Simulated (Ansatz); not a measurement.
Ansatz (an electronic-structure program) input:

Ansatz 0.2 input:
```yaml
crystal:
  lattice:
    - [4.0092175683, 0.0, 0.0]
    - [0.0, 4.0092175683, 0.0]
    - [0.0, 0.0, 4.3665261801]
  atoms:
    - { symbol: Zr, position: [0.5, 0.5, 0.5787783967] }
    - { symbol: Ge, position: [0.0, 0.0, 0.1997038158] }
    - { symbol: O, position: [0.0, 0.5, 0.4494046326] }
    - { symbol: O, position: [0.5, 0.0, 0.4494046326] }
    - { symbol: O, position: [0.5, 0.5, 0.0129085224] }
kpoints:
  mp_grid: { grid: [4, 4, 4] }
hamiltonian:
  xc: hse06
  pseudopotentials: { kind: paw }
scf:
  n_extra_bands: 6
  occupations: { method: fixed }
output:
  eigenvalues: true
  eigenstates:
    e_range: [-9.0, 10.5]
    kpoints:
      - [0.0, 0.5, 0.0]  # VBM
      - [0.0, 0.0, 0.5]  # CBM
```

Output (shortened):

```
Pseudopotential: Zr, paw, valence charge 12
Pseudopotential: Ge, paw, valence charge 14
Pseudopotential: O, paw, valence charge 6
Functional definition: HSE06
davidson cushion auto → on  (no smearing: the cushion is to keep the highest requested band from converging to the state above it …
Crystal: 5 atoms, lattice volume = 70.187 Å³
Basis set: ecut = 420 eV, 1367 PW (Γ)
Bands: 28, of which v1, the nominal top of the filled ones, is band 22 counted from 1 (21 counted from 0)
Symmetry: 8 space group operations
Space group: P4mm (ITA 99), of the structure as read, at distance tolerance 4.1e-5 Å
k-points: 18 of 64 (time reversal used)
SCF iter   1: F=—  HF=-10184.898000 eV  |F-HF|=—  |Δ(HF+E_count)|=         —  Δρ=2.91e-3  dr2=4.76e-3  ethr=1.77e-3  ⟨swp⟩=5.1  Hψ=2217  notcnv=0
preconditioner: auto → none
SCF iter   2: F=—  HF=-10184.899337 eV  |F-HF|=—  |Δ(HF+E_count)|=   1.34e-3  Δρ=1.64e-3  dr2=1.07e-3  ethr=1.08e-5  ⟨swp⟩=3.9  Hψ=1593  notcnv=0
SCF iter   3: F=—  HF=-10184.899696 eV  |F-HF|=—  |Δ(HF+E_count)|=   3.59e-4  Δρ=9.52e-4  dr2=4.42e-4  ethr=2.44e-6  ⟨swp⟩=3.0  Hψ=1404  notcnv=0
iter 4 solved again at ethr=7.48e-8 eV; its pass at ethr=1.00e-6 eV (dr2=3.29e-5 eV) is discarded
SCF iter   4: F=-10184.899835 eV  HF=-10184.899795 eV  |F-HF|=4.06e-5  |Δ(HF+E_count)|=   9.86e-5  Δρ=3.10e-4  dr2=3.31e-5  ethr=7.48e-8  ⟨swp⟩=2.3  Hψ=2428  notcnv=0
SCF 1 stopped early in 4 iterations: F = -10184.899835 eV  dr2 = 3.31e-5
Crystal: 5 atoms, lattice volume = 70.187 Å³
Exchange kernel: α = 0.2500, screened, ω = 0.2079 Å⁻¹, Wigner–Seitz truncation, v(0) = 1036.9922 eV·Å³, q-mesh 4×4×4, nearest image of the exchange supercell L …
Frozen-core exchange: fock
SCF iter   1: F=—  HF=-10187.282872 eV  |F-HF|=—  |Δ(HF+E_count)|=         —  Δρ=1.30e-2  dr2=1.53e-1  ethr=7.52e-7  ⟨swp⟩=6.8  Hψ=2731  notcnv=0
preconditioner: auto → none
SCF iter   2: F=—  HF=-10187.242797 eV  |F-HF|=—  |Δ(HF+E_count)|=   4.01e-2  Δρ=1.07e-2  dr2=6.32e-2  ethr=7.52e-7  ⟨swp⟩=5.8  Hψ=2415  notcnv=0
SCF iter   3: F=—  HF=-10187.230037 eV  |F-HF|=—  |Δ(HF+E_count)|=   1.28e-2  Δρ=3.02e-3  dr2=8.27e-3  ethr=7.52e-7  ⟨swp⟩=5.0  Hψ=1967  notcnv=0
SCF iter   4: F=—  HF=-10187.251994 eV  |F-HF|=—  |Δ(HF+E_count)|=   2.20e-2  Δρ=2.39e-3  dr2=4.57e-3  ethr=7.52e-7  ⟨swp⟩=4.0  Hψ=2010  notcnv=0
SCF iter   5: F=—  HF=-10187.250579 eV  |F-HF|=—  |Δ(HF+E_count)|=   1.42e-3  Δρ=6.38e-4  dr2=2.20e-4  ethr=7.52e-7  ⟨swp⟩=4.0  Hψ=1738  notcnv=0
SCF iter   6: F=—  HF=-10187.250865 eV  |F-HF|=—  |Δ(HF+E_count)|=   2.86e-4  Δρ=4.72e-4  dr2=1.14e-4  ethr=4.32e-7  ⟨swp⟩=3.6  Hψ=1380  notcnv=0
SCF iter   7: F=-10187.250837 eV  HF=-10187.250838 eV  |F-HF|=1.28e-6  |Δ(HF+E_count)|=   2.65e-5  Δρ=9.80e-5  dr2=6.15e-6  ethr=2.52e-7  ⟨swp⟩=3.0  Hψ=1175  notcnv=0
SCF 2 stopped early in 7 iterations: F = -10187.250837 eV  dr2 = 6.15e-6
hybrid outer 1: dexx = +2.528e-2 eV, tail = 8.11e-5 eV
Crystal: 5 atoms, lattice volume = 70.187 Å³
Exchange kernel: α = 0.2500, screened, ω = 0.2079 Å⁻¹, Wigner–Seitz truncation, v(0) = 1036.9922 eV·Å³, q-mesh 4×4×4, nearest image of the exchange supercell L …
Frozen-core exchange: fock
SCF iter   1: F=—  HF=-10187.250654 eV  |F-HF|=—  |Δ(HF+E_count)|=         —  Δρ=1.37e-4  dr2=1.17e-5  ethr=9.22e-7  ⟨swp⟩=2.1  Hψ=1118  notcnv=0
preconditioner: auto → none
iter 2 solved again at ethr=1.83e-9 eV; its pass at ethr=2.37e-8 eV (dr2=8.03e-7 eV) is discarded
SCF iter   2: F=—  HF=-10187.250653 eV  |F-HF|=—  |Δ(HF+E_count)|=   8.30e-7  Δρ=4.28e-5  dr2=9.71e-7  ethr=1.83e-9  ⟨swp⟩=2.2  Hψ=2641  notcnv=0
SCF iter   3: F=—  HF=-10187.250654 eV  |F-HF|=—  |Δ(HF+E_count)|=   7.17e-7  Δρ=1.92e-5  dr2=1.66e-7  ethr=1.83e-9  ⟨swp⟩=3.4  Hψ=1348  notcnv=0
SCF iter   4: F=-10187.250654 eV  HF=-10187.250654 eV  |F-HF|=2.50e-9  |Δ(HF+E_count)|=   2.58e-8  Δρ=8.41e-6  dr2=2.12e-8  ethr=2.89e-10  ⟨swp⟩=3.0  Hψ=1174  notcnv=0
SCF 3 converged in 4 iterations: F = -10187.250654 eV  dr2 = 2.12e-8
hybrid outer 2: dexx = +1.155e-6 eV, tail = 7.76e-8 eV, Δε = 2.84e-3 eV (about 1.21e-4 eV left of the loop's levels)
NSCF: frozen V_eff on 2 k-points
hybrid SCF converged: 2 outer / 11 inner (+4 warm-up), last move |dexx| = 1.16e-6 eV, tail = 7.76e-8 eV
Stability not checked (fock_operator)
Free energy (F): -10187.250654 eV
Frozen-core exchange: fock
Harris-Foulkes:  -10187.250654 eV  (|F-HF|=2.50e-9)
Internal energy: -10187.250654 eV  (E = F + TS)
E sigma→0 (E₀):  -10187.250654 eV
Fermi energy:    7.457775 eV
--- Per-component energies (eV) ---
  E_band       = -390.552290
  E_kinetic    = 971.258786
  E_local      = -4187.415014  (includes V_loc(G=0)·N_el)
  E_nonlocal   = 627.692162
  E_hartree    = 1660.434084
  E_xc         = -368.995829
  E_vxc        = -429.403534  (∫ρ·V_xc dr)
  E_exx        = -143.841486  (= α·E_x^exact, valence–valence)
  E_paw        = -5388.577561  (= ΣΔE_a)
  E_vpaw       = -405.878341  (= ΣTr[D̂ρ^β])
  E_aug_tail   = 0.007586  (compensation charges beyond the density's cutoff)
  E_ewald      = -3356.973929
  E_core_change = -0.839453  (= ΣΔE_core)
  E_smearing   =  0.000000  (= −TS)
  E_closure    =  0.000000  (closes the sum)
  Σ components = -10187.250654   (vs F -10187.250654, Δ=1.82e-12)
  [band-id]    e_kinetic+e_local+e_nonlocal+2·e_hartree+e_vxc+2·e_exx+e_vpaw+e_augmentation_tail = -390.553161   (vs E_band -390.552290, Δ=-8.71e-4)
--- Band table (eV; the first three rows and the last of 18) ---
  k-point 0: bands = ["-43.1503", "-20.1586", "-20.0066", "-20.0066", "-19.6516", "-19.6305", "-19.6305", "-19.6297", "-19.6218", "-12.6344", "-11.8498", "-9.9719", "1.0206", "2.5263", "2.5263", "4.4404", "4.5808", "4.7802", "4.7802", "5.9128", "5.9128", …
  k-point 1: bands = ["-43.1495", "-20.2408", "-20.0054", "-20.0054", "-19.6515", "-19.6295", "-19.6295", "-19.6287", "-19.6218", "-12.5551", "-11.8458", "-9.6765", "0.6070", "2.4157", "2.4157", "4.3418", "4.5622", "4.6417", "4.6417", "5.7716", "6.1367", …
  k-point 2: bands = ["-43.1487", "-20.3201", "-20.0042", "-20.0042", "-19.6514", "-19.6284", "-19.6284", "-19.6277", "-19.6217", "-12.4855", "-11.8419", "-9.3477", "0.2211", "2.3038", "2.3038", "3.8591", "4.2463", "4.5617", "4.5617", "6.1930", "6.3026", …
  k-point 17: bands = ["-43.1357", "-20.4139", "-20.4139", "-20.2541", "-19.6302", "-19.6258", "-19.6230", "-19.6230", "-19.6168", "-11.0469", "-11.0469", "-9.2678", "-1.6423", "2.2379", "2.5311", "2.7246", "2.7246", "3.8774", "4.5060", "5.6622", "6.5229", …
```

Cost: roughly 70 core-seconds on shared cores.

The points marked VBM and CBM come from a semilocal run.

The start of the workflow was typed in or built on a structure type; neither database checked (COD, Materials Project) lists it. Whether it is the stable phase at ambient conditions was not checked. The cell was relaxed with r²SCAN under the symmetry of its start; whether a distortion lowers the energy is not shown. No spin polarisation was allowed. Scalar-relativistic: spin–orbit coupling is off unless named, which matters more the heavier the elements.

Potentials: the later of the program's two PAW sets.

Ansatz is a plane-wave DFT program.
